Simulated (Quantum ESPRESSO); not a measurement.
Hf2Si2O8, a curve over one atom's position

Simulated, not a measurement. The program is pw.x of Quantum ESPRESSO 7.5 (plane-wave density functional theory). The cell is made up: 12 atoms on a fluorite lattice, with randomly drawn elements, strain and displacements, not relaxed. PseudoDojo standard norm-conserving files (v0.5 for PBE, v0.4.1 for LDA and PBEsol) set the functional; there is no spin polarisation, spin-orbit coupling or dispersion term, and the masses in the input are unused placeholders. A spin-polarised start on this cell or one of its family kept no moment above 0.05 Bohr magneton at the same smearing; a narrower smearing was not tried.

The hafnium pseudopotential is less sure than the others, with forces about 3 percent (worst 6) and pressure in oxides about 1.5 GPa (worst 2.7) from a second method in checks, which no rerun with the same files tests.

Seven runs move atom 4 (Si, counted in the order of the input) along z and keep all else fixed.

Input of the run at -0.0125:

```
&control calculation='scf', pseudo_dir='./dojo.nc.sr.pbe.v0_5.standard.upf', outdir='./o', disk_io='low', tprnfor=.true., tstress=.true. /
&system ibrav=0, nat=12, ntyp=3, nbnd=50, ecutwfc=84.00895049, nosym=.true., tot_charge=0,
 occupations='smearing', smearing='fd', degauss=0.0073498644
/
&electrons conv_thr=7.350e-09, electron_maxstep=60, /
ATOMIC_SPECIES
Hf 1.0 Hf.upf
O 1.0 O.upf
Si 1.0 Si.upf
CELL_PARAMETERS angstrom
4.8952 0.0 0.0
0.0 4.8952 0.0
0.0 0.0 4.8952
ATOMIC_POSITIONS angstrom
Hf 0.0138 0.0195 0.0718
Si -0.0727 2.4789 2.4718
Hf 2.4308 -0.0844 2.3934
Si 2.3638 2.3836 0.0116
O 1.2597 1.2137 1.2135
O 1.1967 1.2099 3.6587
O 1.3271 3.5851 1.2022
O 1.1824 3.65 3.6547
O 3.7215 1.2863 1.2028
O 3.7115 1.2451 3.7256
O 3.6604 3.5595 1.3309
O 3.6416 3.7545 3.7384
K_POINTS automatic
7 7 7 1 1 1
```

| shift of atom 4 along z (Å) | free energy less that of the input shown (eV) | Fx on atom 4 (eV/Å) | Fy on atom 4 (eV/Å) | Fz on atom 4 (eV/Å) | pressure (GPa) | iterations |
| --- | --- | --- | --- | --- | --- | --- |
| -0.1304 | -0.0037 | -0.075 | -0.276 | 0.144 | 1.50 | 13 |
| -0.1124 | -0.0058 | -0.066 | -0.291 | 0.090 | 1.49 | 13 |
| -0.0692 | -0.0069 | -0.034 | -0.325 | -0.037 | 1.49 | 13 |
| -0.0125 | 0.0000 | 0.026 | -0.363 | -0.204 | 1.59 | 13 |
| +0.0197 | 0.0082 | 0.069 | -0.382 | -0.301 | 1.71 | 13 |
| +0.0776 | 0.0309 | 0.165 | -0.411 | -0.484 | 2.00 | 13 |
| +0.1394 | 0.0673 | 0.294 | -0.437 | -0.696 | 2.45 | 13 |

A cubic fit gives dFz/dz = -3.00 eV/Å² at zero shift. Across the table the free energy follows the integral of the force to within 0.3 meV. A rerun of one of the cells at a cutoff of 1437 eV and k mesh 9 x 9 x 9 moved values by no more than 0.003 eV in energy, 0.05 GPa in stress and 0.004 eV/Å in force.